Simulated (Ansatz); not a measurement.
Pd:
```xyz
1
Lattice="-1.5502 1.5502 1.5502 1.5502 -1.5502 1.5502 1.5502 1.5502 -1.5502" Properties=species:S:1:pos:R:3 pbc="T T T"
Pd     0.0000     0.0000     0.0000
```

Relaxed with r²SCAN+D4. Special points in fractions of this cell's reciprocal vectors: Γ (0.000, 0.000, 0.000); H (0.500, -0.500, 0.500); N (0.000, 0.000, 0.500); P (0.250, 0.250, 0.250).

### Question
List the band energies nearest the Fermi level at these points for the program Ansatz at the r²SCAN+D4 level (PAW).

### Answer
In eV from the Fermi level; about four levels below and three above (degenerate sets whole), none deeper than 8.9 eV; … stands for higher levels left out; points with the same levels are listed once.

| k | below | above |
|---|---|---|
| Γ | -7.04 -3.01 -3.01 -3.01 | … |
| H | -5.34 -5.34 | 0.21 0.21 0.21 |
| N | -5.35 -4.22 -1.10 -0.81 | 0.61 … |
| P | -3.59 -3.59 -3.59 -0.76 -0.76 | … |

Space group Im-3m (bcc (W type)). The workflow started from a Materials Project entry (that database holds measured and hypothetical structures alike); the Crystallography Open Database copy checked does not list it. It is not the phase usual at ambient conditions (space group No. 225). The r²SCAN+D4 relaxation kept the symmetry of its start. At this level the phase is mechanically unstable. The run is not spin-polarised. The pairwise dispersion correction was not fitted to metals. Spin–orbit coupling is left out wherever it is not named.

Potentials: the later of the program's two PAW sets.
